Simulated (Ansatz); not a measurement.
Total density of states per atom from DFT-r²SCAN in the program Ansatz with PAW potentials, in 0.25 eV bins, energy from the valence-band maximum:

```
E (eV) | states/eV/atom
    -7.85 |  0.00
    -7.60 |  0.00
    -7.35 |  0.00
    -7.10 | ########### 1.51
    -6.85 | ############################## 4.20
    -6.60 | # 0.13
    -6.35 | #### 0.59
    -6.10 | ### 0.40
    -5.85 | # 0.21
    -5.60 | #### 0.59
    -5.35 | ## 0.29
    -5.10 | # 0.09
    -4.85 | # 0.15
    -4.60 | # 0.20
    -4.35 | ## 0.27
    -4.10 | ## 0.33
    -3.85 | # 0.18
    -3.60 | ### 0.35
    -3.35 | ##### 0.67
    -3.10 | ###### 0.85
    -2.85 | #### 0.63
    -2.60 | ###### 0.89
    -2.35 | ##### 0.74
    -2.10 | ###### 0.91
    -1.85 | ###### 0.89
    -1.60 | ###### 0.86
    -1.35 | ###### 0.85
    -1.10 | #### 0.52
    -0.85 | ##### 0.66
    -0.60 | ###### 0.88
    -0.35 | ### 0.45
    -0.10 | # 0.13
     0.15 |  0.00
     0.40 |  0.00
     0.65 |  0.00
     0.90 |  0.00
     1.15 |  0.00
     1.40 |  0.00
     1.65 |  0.07
     1.90 | ### 0.35
     2.15 | ##### 0.74
     2.40 | ##### 0.77
     2.65 | ## 0.35
     2.90 | ### 0.41
     3.15 | #### 0.51
     3.40 | #### 0.58
     3.65 | ## 0.35
     3.90 | #### 0.54
     4.15 | #### 0.54
     4.40 | ##### 0.67
     4.65 | ######## 1.08
     4.90 | ###### 0.84
     5.15 | #### 0.61
     5.40 | ##### 0.76
     5.65 | ##### 0.73
     5.90 | ##### 0.65
     6.15 | ##### 0.72
```

### Question
Which compound is it?
(A) ZnGeO3, R-3 (Zn on 6c, Ge on 6c, O on 18f)
(B) CuTe2I, P2_1/c (Cu on 4e, Te on 4e, Te on 4e, I on 4e)
(C) ZnGa2Te4, I-4 (Zn on 2a, Ga on 2b, Ga on 2d, Te on 8g)
(D) Te, trigonal Se type

### Answer
C, ZnGa2Te4, I-4 (Zn on 2a, Ga on 2b, Ga on 2d, Te on 8g). Top 1 eV of the valence band: Te 5p 89 %, Ga 4p 5 %. Bottom 1 eV of the conduction band: Te 5p 46 %, Ga 4s 30 %, Ga 4p 9 %, outside the projected shells 9 %. Projections are on Löwdin-orthogonalised atomic valence shells; empty p or d shells of many metals are not among them.

The first step of the workflow began from a Materials Project structure, measured or hypothetical; the Crystallography Open Database copy checked does not list it. Whether it is the stable phase at ambient conditions was not checked. The r²SCAN relaxation kept the symmetry of its start; whether a distortion lowers the energy is not shown. Spin–orbit coupling is left out wherever it is not named.

Potentials: the later of the program's two PAW sets.
